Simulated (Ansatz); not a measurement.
A geometry of Ti away from equilibrium: step 2 of the relaxation of a relaxed Ti cell displaced along its unstable phonon at q = (½, ½, 0) of its primitive reciprocal cell (161i cm⁻¹), largest move 0.15 Å. Level of theory: PBE (plane waves to 420 eV, PAW, scalar-relativistic; Ansatz, a program for electronic structure). Γ-centred k-mesh 12×12×12 on the run's cell (coarser than for final values), Fermi–Dirac smearing 0.05 eV. The plane waves were selected for a different cell earlier on the path.

```
Ti
1.0
    5.21628     0.00000     0.00000
    2.60814     2.60814     0.00000
    0.00000     0.00000     2.63774
Ti
2
Direct
  0.00000   0.50000   0.63076
  0.50000   0.50000   0.36924
```

Question: What forces act on the atoms (eV/Å)?

Answer: 
| atom | Fx | Fy | Fz |
|---|---|---|---|
| Ti1 | 0.00 | 0.00 | 1.55 |
| Ti2 | 0.00 | 0.00 | -1.55 |

The path ends in I4/mmm (No. 139) (AFLOW prototype A_tI2_139_a (A_a)). No spin polarisation in the result.

The run could not lose the symmetry of its start: the end is stationary, and may be a saddle point rather than a minimum.

The end of the path is a generated cell of Ti: the first start was made by placing the elements on the sites of a structure type, and the end was not matched to a known phase here, so it may be hypothetical. Known forms of Ti include space group No. 194.
